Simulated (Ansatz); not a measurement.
Ge:
```yaml
crystal:
  lattice:
    - [0.00000, 2.83668, 2.83668]
    - [2.83668, 0.00000, 2.83668]
    - [2.83668, 2.83668, 0.00000]
  atoms:
    - { symbol: Ge, position: [0.50000, 0.50000, 0.50000] }
    - { symbol: Ge, position: [0.75000, 0.75000, 0.75000] }
```

This is the r²SCAN-relaxed structure.

### Question
All from plane-wave PAW r²SCAN (Ansatz code), unless another level is named. Give the hole effective mass, band 1 of 3 at the edge.

### Answer
0.21 along [100], 1.6 along [110], 0.51 along [111] (mₑ).

### Question
Give the band gap.

### Answer
0.36 eV (direct).

### Question
Next, the electron effective mass?

### Answer
0.017 mₑ (isotropic).

### Question
Predict the valence-band maximum.

### Answer
at Γ.

Space group Fd-3m (diamond). Symmetry was held in the r²SCAN relaxation. Spin–orbit coupling is left out wherever it is not named.

Potentials: the later of the program's two PAW sets.
